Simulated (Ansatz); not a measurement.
input.yaml (Ansatz)

```yaml
crystal:
  lattice:
    - [2.7516712247, 0.0, 0.0]
    - [-1.3758356123, 2.3830171834, 0.0]
    - [0.0, 0.0, 9.125100291]
  atoms:
    - { symbol: Pd, position: [1.0, 0.0, 1.0], spin: 0.5 }
    - { symbol: Pd, position: [1.0, 0.0, 0.5], spin: 0.5 }
    - { symbol: Pd, position: [0.3333333333, 0.6666666667, 0.25], spin: -0.5 }
    - { symbol: Pd, position: [0.6666666667, 0.3333333333, 0.75], spin: -0.5 }
hamiltonian:
  xc: mr2scan
  pseudopotentials:
    kind: paw
    azcp:
      Pd: "pseudopotentials/Pd.paw.azcp"
basis:
  ecutwfc: 500
  fft_grid_basis: typed
kpoints:
  mp_grid: { grid: [17, 17, 5], shift: [0, 0, 0] }
magnetization:
  spin_polarized: true
scf:
  occupations: { method: fermi_dirac, width: 0.05 }
```

Terminal output

```
Engine: ansatz 0.2.0, aarch64-unknown-linux-gnu
Pseudopotentials: kind: paw
Pseudopotential: Pd, paw, valence charge 18, recommended cutoff 500 eV (meta_gga) 
Functional definition: m-r2SCAN
  exchange = m_r2scan_x
  correlation = m_r2scan_c
Crystal: 4 atoms, lattice volume = 59.836 Å³
Basis set: ecut = 500 eV, 1497 PW (Γ), exchange–correlation on 96×96×288 points (64 copies of the dense FFT grid, shifted against one another)
Bands: 45, of which v1, the nominal top of the filled ones, is band 36 counted from 1 (35 counted from 0)
Symmetry: 24 space group operations
Space group: P63/mmc (ITA 194), of the structure as read, at distance tolerance 3.9e-5 Å
Magnetic group: BNS 194.263 (UNI 1493), of the structure as read, at distance tolerance 3.9e-5 Å
k-points: 99 of 1445
Non-local potential: Pd, projectors of the file, l = 0: 2, l = 1: 2, l = 2: 2, l = 3: 1
PAW form: soft (Blöchl's): semilocal exchange-correlation on the pseudo side does not see the compensation charge
PAW frozen core: Pd, regenerated for the run's functional (the file was generated under x = pbe(κ = 0.804, μ = 0.2195149727645171), c = pbe(β = 0.06672455060314922))
PAW one-centre angular grid: Pd, 590 points (default); XC on 160 Gauss nodes
Initial density: superposition of atomic densities (chi_scale 0.1, normalization cell)
Starting moments: Σ|m| = 2 μB on 4 of 4 sites
Starting magnetic order: compensated ferrimagnet; no operation exchanges its spin sublattices
Initial wavefunctions: pseudopotential atomic-orbital guess
Functional: x = mr2scan, c = mr2scan; τ floored in thin density (d = 2e-4 eV/Å³)
SCF iter   1: F=—  HF=-27945.155731 eV  |F-HF|=—  |Δ(HF+E_count)|=         —  Δρ=6.87e-2 (↑6.83e-2 ↓6.87e-2)  dr2=1.01e1  dr2_τ=5.68e-2  dr2_m=2.74e-1  M=-0.006 μB ∫|m|=0.794 μB  β_m=0.30  ethr=3.10e-3  ⟨swp⟩=6.1  Hψ=32128  notcnv=0  defer=23
spin=Collinear: Kerker preconditioning applied to the charge; magnetization (m = ρ↑ − ρ↓) channel mixes plain (no charge-response kernel on spin).
SCF iter   2: F=—  HF=-27943.334821 eV  |F-HF|=—  |Δ(HF+E_count)|=    1.82e0  Δρ=4.14e-2 (↑4.12e-2 ↓4.14e-2)  dr2=3.42e0  dr2_τ=4.25e-2  dr2_m=1.66e-1  M=0.006 μB ∫|m|=0.693 μB  β_m=0.30  ethr=3.10e-3  ⟨swp⟩=2.2  Hψ=15543  notcnv=0  defer=518  κ⁻¹=1.0e0(r=1)
SCF iter   3: F=—  HF=-27942.699179 eV  |F-HF|=—  |Δ(HF+E_count)|=   6.36e-1  Δρ=1.83e-2 (↑1.82e-2 ↓1.83e-2)  dr2=1.65e-1  dr2_τ=1.97e-2  dr2_m=1.05e-1  M=0.008 μB ∫|m|=0.589 μB  β_m=0.30  ethr=3.10e-3  ⟨swp⟩=2.1  Hψ=13554  notcnv=0  defer=518  κ⁻¹=1.7e-3(r=2)
SCF iter   4: F=—  HF=-27942.864870 eV  |F-HF|=—  |Δ(HF+E_count)|=   1.66e-1  Δρ=1.25e-2 (↑1.25e-2 ↓1.18e-2)  dr2=2.67e-2  dr2_τ=2.07e-3  dr2_m=6.88e-2  M=0.016 μB ∫|m|=0.502 μB  β_m=0.30  ethr=2.30e-4  ⟨swp⟩=2.9  Hψ=17511  notcnv=0  defer=560  κ⁻¹=5.4e-4(r=3)
SCF iter   5: F=—  HF=-27942.883060 eV  |F-HF|=—  |Δ(HF+E_count)|=   1.82e-2  Δρ=9.31e-3 (↑9.23e-3 ↓9.31e-3)  dr2=2.25e-3  dr2_τ=1.05e-3  dr2_m=4.57e-2  M=0.014 μB ∫|m|=0.432 μB  β_m=0.30  ethr=3.70e-5  ⟨swp⟩=2.4  Hψ=14615  notcnv=0  defer=560  κ⁻¹=3.0e-5(r=4)
SCF iter   6: F=—  HF=-27942.896478 eV  |F-HF|=—  |Δ(HF+E_count)|=   1.34e-2  Δρ=7.80e-3 (↑7.80e-3 ↓7.55e-3)  dr2=5.72e-3  dr2_τ=5.68e-4  dr2_m=3.09e-2  M=0.018 μB ∫|m|=0.371 μB  β_m=0.30  ethr=3.12e-6  ⟨swp⟩=2.3  Hψ=17037  notcnv=0  defer=560  κ⁻¹=4.6e-6(r=5)
...
SCF iter  29: F=-27942.913639 eV  HF=-27942.913635 eV  |F-HF|=4.53e-6  |Δ(HF+E_count)|=   1.86e-5  Δρ=2.60e-5 (↑2.60e-5 ↓2.50e-5)  dr2=3.26e-7  dr2_τ=8.94e-9  dr2_m=2.03e-8  M=0.825 μB ∫|m|=0.849 μB  β_m=1.20  ethr=6.93e-11  ⟨swp⟩=3.3  Hψ=23333  notcnv=0  defer=560  κ⁻¹=6.8e-4(r=8)
SCF iter  30: F=-27942.913639 eV  HF=-27942.913638 eV  |F-HF|=1.79e-6  |Δ(HF+E_count)|=   2.74e-6  Δρ=1.86e-5 (↑1.86e-5 ↓1.85e-5)  dr2=1.17e-7  dr2_τ=7.57e-9  dr2_m=6.72e-8  M=0.824 μB ∫|m|=0.848 μB  β_m=1.20  ethr=6.93e-11  ⟨swp⟩=2.0  Hψ=15434  notcnv=0  defer=560  κ⁻¹=3.0e-3(r=8)
SCF iter  31: F=-27942.913639 eV  HF=-27942.913639 eV  |F-HF|=2.44e-7  |Δ(HF+E_count)|=   1.62e-6  Δρ=1.39e-5 (↑1.39e-5 ↓1.35e-5)  dr2=2.54e-8  dr2_τ=6.75e-9  dr2_m=8.88e-8  M=0.843 μB ∫|m|=0.868 μB  β_m=1.20  ethr=6.93e-11  ⟨swp⟩=3.1  Hψ=24189  notcnv=0  κ⁻¹=9.4e-4(r=8)
SCF iter  32: F=-27942.913640 eV  HF=-27942.913640 eV  |F-HF|=7.35e-8  |Δ(HF+E_count)|=   4.96e-7  Δρ=7.74e-6 (↑7.27e-6 ↓7.74e-6)  dr2=4.95e-9  dr2_τ=2.23e-9  dr2_m=2.71e-8  M=0.828 μB ∫|m|=0.852 μB  β_m=1.20  ethr=3.52e-11  ⟨swp⟩=3.1  Hψ=24209  notcnv=0  κ⁻¹=6.5e-4(r=8)
SCF iter  33: F=-27942.913640 eV  HF=-27942.913640 eV  |F-HF|=1.56e-8  |Δ(HF+E_count)|=   1.91e-7  Δρ=2.14e-6 (↑2.02e-6 ↓2.14e-6)  dr2=3.05e-9  dr2_τ=9.00e-11  dr2_m=2.57e-10  M=0.833 μB ∫|m|=0.857 μB  ethr=6.88e-12  ⟨swp⟩=3.0  Hψ=24156  notcnv=0
SCF 1 converged in 33 iterations: F = -27942.913640 eV  dr2 = 3.05e-9
at 6 of the mixer's solves, the last at iteration 20, it left a direction of its history that read negative out of its fit and stepped the other way along it
WARN: the starting moments were not kept: 2 of 4 ended reversed and 2 kept their direction, counting a site from 0.1 of the cell's largest site moment. The largest reversed, site 2 (counted from 0, in the order of the report's site_moments_mub), started with -0.5 μB and closes at +2.1e-1 μB in its sphere. The starting moments cancel, and the net magnetisation is 8.4e-1 μB in size, over 0.1 of its absolute magnetisation of 8.5e-1 μB. The SCF closed on another magnetic arrangement than the starting moments describe; that does not show which of the two is lower. To try another start: change the starting moments (crystal.atoms[].spin, magnetization.per_species, magnetization.initial_magnetization, or on a non-collinear deck that types none of these the spinor_matrix: blocks that start its atoms; where the total moment is fixed, keep their sum and leave initial_magnetization as it is; typed ones take the place of any that the run laid by itself, positive ones on a crystal's lanthanoids without a Hubbard term where scf.initial_density.shell_occupations: [] is typed); see also scf.mixing.spin_hold.
this state was not tested for a lower state beside it, because the mixer in use, unlike msr1, does not test its closes by its own steps (another_mixer; see scf.mixing.algorithm and scf.lower_state_search)
SCF converged after 33 iterations
Magnetization: 0.8329 μB (36.4165 up, 35.5835 down)
Absolute magnetization: 0.8573 μB (∫|ρ↑−ρ↓|, with the PAW one-centre terms)
Spin contamination: 0.0016 ħ² per cell (⟨S²⟩ above its minimum at these occupations)
Per-site moments (μB) at R_I (Å): [(0.21246671031999204, 1.1350643801761662), (0.21246671031999215, 1.1350643801761662), (0.2074234897168483, 1.1350643801761662), (0.2074234897168482, 1.1350643801761662)]
Free energy (F): -27942.913640 eV
Harris-Foulkes:  -27942.913640 eV  (|F-HF|=1.56e-8)
Internal energy: -27942.840050 eV  (E = F + TS)
E sigma→0 (E₀):  -27942.876845 eV
Entropy (-TS):   -0.073590 eV (-18.397 meV/atom)
Fermi energy:    19.235213 eV
--- Per-component energies (eV) ---
  E_band       = -640.172293
  E_kinetic    = 2061.013958
  E_local      = -7092.750710  (includes V_loc(G=0)·N_el)
  E_nonlocal   = 871.055276
  E_hartree    = 2886.367349
  E_xc         = -640.894550
  E_vxc        = -929.402617  (∫ρ·V_xc dr)
  E_paw        = -15088.495814  (= ΣΔE_a)
  E_vpaw       = -1391.124314  (= ΣTr[D̂ρ^β])
  E_aug_tail   = 0.000426  (compensation charges beyond the density's cutoff)
  E_vtau       = 68.299346  (kinetic-family band-sum trace: ∫τ·v_τ [+ j·A + Jᵃ·Aᵃ] dr)
  E_ewald      = -10937.327640
  E_core_change = -1.808346  (= ΣΔE_core)
  E_smearing   = -0.073590  (= −TS)
  E_closure    = -0.000000  (closes the sum)
  Σ components = -27942.913640   (vs F -27942.913640, Δ=0.00e0)
```

Command:

```sh
ansatz run input.yaml --threads 2 --pin off --max-ram 5120MiB --backend cpu --events-out ev --progress --plain --runs-dir out
```

On 2 threads of Arm Neoverse V2 (shared host) this took about 99 s of wall time and 200 s of CPU time.
